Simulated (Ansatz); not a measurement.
SiC (4H type, space group P6_3mc)

```yaml
crystal:
  lattice:
    - [3.09412, 0.00000, 0.00000]
    - [-1.54706, 2.67959, 0.00000]
    - [0.00000, 0.00000, 10.12935]
  atoms:
    - { symbol: Si, position: [0.00000, 0.00000, 0.00031] }
    - { symbol: Si, position: [0.00000, 0.00000, 0.50031] }
    - { symbol: Si, position: [0.66667, 0.33333, 0.75025] }
    - { symbol: Si, position: [0.33333, 0.66667, 0.25025] }
    - { symbol: C, position: [0.00000, 0.00000, 0.81286] }
    - { symbol: C, position: [0.00000, 0.00000, 0.31286] }
    - { symbol: C, position: [0.66667, 0.33333, 0.56221] }
    - { symbol: C, position: [0.33333, 0.66667, 0.06221] }
```

This relaxed cell (volume V₀) is scaled evenly in all directions, its shape held. The atoms relax within the cell's symmetry.

The numbers are results of PBE (plane waves to 420 eV, PAW, scalar-relativistic; Ansatz, a quantum-chemistry and plane-wave program), not measurements. k mesh 13×13×4 (Γ-centred), Fermi-Dirac smearing 0.05 eV. E stands for the smeared free energy. Stress and pressure are positive under compression. With the shape held, the modulus is that of even scaling; a crystal free to change shape is softer. SiC was relaxed with its symmetry unable to fall. The zero of ΔE is the relaxed starting cell.

```tsv
V (Å³/atom)	ΔE (meV/atom)
9.868	27.8
9.994	17.4
10.120	9.6
10.246	4.2
10.372	1.0
10.498	0.0
10.624	1.0
10.750	withheld
10.876	8.5
11.002	14.9
11.128	22.8
```

**Question.** Fit a third-order Birch-Murnaghan form (E₀, V₀, B₀, B₀′ free) to the given rows and predict ΔE at V = 10.750.

**Answer.** Least squares on the 10 given rows: ΔE = E₀ + (9V₀B₀/16)·y²·[2 + (B₀′ − 4)y], y = (V₀/V)^(2/3) − 1, with V₀ = 10.498 Å³/atom, B₀ = 212.8 GPa (160.2 GPa = 1 eV/Å³; the term in eV is multiplied by 1000), B₀′ = 3.95, E₀ = 0.00 meV/atom; root-mean-square residual 0.02 meV/atom. At 10.750 the fit gives 3.9 meV/atom; the calculation gives 3.9 meV/atom, the same to the digits shown. For the pressure the fit gives -4.8 GPa against the computed -4.8 GPa.

(A scan under strain: stresses follow from slopes of the energy per volume, elastic moduli from its curvatures.)
